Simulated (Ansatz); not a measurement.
P2W:
```cif
data_P8W4
_chemical_formula_sum 'P8 W4'
_space_group_name_H-M_alt 'Cmc21'
_space_group_IT_number 36
_space_group_name_Hall 'C 2c -2'
_cell_length_a 3.18230
_cell_length_b 11.17362
_cell_length_c 4.99144
_cell_angle_alpha 90.000
_cell_angle_beta 90.000
_cell_angle_gamma 90.000
loop_
_space_group_symop_operation_xyz
  'x, y, z'
  '-x, -y, z+1/2'
  '-x, y, z'
  'x, -y, z+1/2'
  'x+1/2, y+1/2, z'
  '-x+1/2, -y+1/2, z+1/2'
  '-x+1/2, y+1/2, z'
  'x+1/2, -y+1/2, z+1/2'
loop_
_atom_site_label
_atom_site_type_symbol
_atom_site_symmetry_multiplicity
_atom_site_Wyckoff_symbol
_atom_site_fract_x
_atom_site_fract_y
_atom_site_fract_z
_atom_site_occupancy
P1 P 4 a 0.00000 0.06915 0.88260 1
P2 P 4 a 0.00000 0.20057 0.19948 1
W1 W 4 a 0.00000 0.40662 0.00092 1
```
(The calculation used a cell of 6 atoms; values per cell refer to that cell.)

Relaxed with r²SCAN.

**Question.** Which orbitals make up the states near the Fermi level in r²SCAN in the plane-wave PAW code Ansatz?

**Answer.** Within 0.5 eV of the Fermi level: W 5d 70 %, P 3p 20 %, outside the projected shells 5 %. Projections are on Löwdin-orthogonalised atomic valence shells; empty p or d shells of many metals are not among them.

**Question.** Tabulate the density of states.

**Answer.** States/eV per cell of 6 atoms, in 0.25 eV bins, energy from the Fermi level.

```
E (eV)  total  P 3p  W 5d  P 3s
------  -----  ----  ----  ----
-7.85    0.96  0.64  0.13  0.07
-7.60    2.29  1.54  0.38  0.14
-7.35    2.81  1.91  0.52  0.15
-7.10    2.69  1.84  0.54  0.15
-6.85    2.78  1.82  0.60  0.19
-6.60    1.87  1.17  0.41  0.16
-6.35    2.53  1.56  0.62  0.18
-6.10    3.26  1.97  0.87  0.23
-5.85    3.38  1.99  0.92  0.26
-5.60    2.22  1.27  0.65  0.16
-5.35    1.78  1.02  0.54  0.11
-5.10    2.90  1.72  0.86  0.15
-4.85    3.30  1.94  1.04  0.17
-4.60    2.92  1.65  0.99  0.15
-4.35    4.28  2.42  1.49  0.18
-4.10    4.32  2.40  1.59  0.14
-3.85    5.41  2.85  2.18  0.16
-3.60    5.66  3.12  2.20  0.14
-3.35    4.84  2.63  1.93  0.10
-3.10    5.10  2.75  2.06  0.10
-2.85    4.18  2.26  1.69  0.08
-2.60    2.76  1.41  1.18  0.06
-2.35    2.32  1.10  1.04  0.06
-2.10    2.30  1.05  1.06  0.06
-1.85    2.70  0.92  1.54  0.06
-1.60    2.97  0.84  1.86  0.07
-1.35    3.07  0.76  2.04  0.07
-1.10    3.72  0.84  2.57  0.08
-0.85    2.30  0.50  1.61  0.06
-0.60    1.81  0.31  1.36  0.04
-0.35    1.19  0.17  0.92  0.03
-0.10    1.03  0.18  0.75  0.03
0.15     0.78  0.19  0.51  0.02
0.40     0.75  0.24  0.41  0.05
0.65     1.36  0.45  0.71  0.10
0.90     1.82  0.62  0.94  0.13
1.15     2.75  0.97  1.35  0.20
1.40     2.99  0.93  1.50  0.28
1.65     3.20  0.97  1.57  0.33
1.90     3.30  1.01  1.67  0.30
2.15     3.72  1.08  1.90  0.33
2.40     3.93  1.11  2.06  0.34
2.65     4.49  1.12  2.45  0.43
2.90     4.12  1.01  2.20  0.42
3.15     4.72  1.20  2.34  0.56
3.40     4.19  1.12  1.91  0.51
3.65     3.50  1.06  1.45  0.40
3.90     2.86  0.95  1.04  0.32
4.15     4.08  1.58  1.35  0.34
4.40     3.12  1.34  0.94  0.17
4.65     3.91  1.69  1.04  0.22
```

Space group Cmc2_1. The first step of the workflow began from a Materials Project structure, measured or hypothetical; the Crystallography Open Database files this formula in space group No. 36, but the cells were not matched. Whether it is the stable phase at ambient conditions was not checked. The cell was relaxed with r²SCAN under the symmetry of its start; whether a distortion lowers the energy is not shown. The run is not spin-polarised. Spin–orbit coupling is left out wherever it is not named.

Potentials: the earlier of the program's two PAW sets.
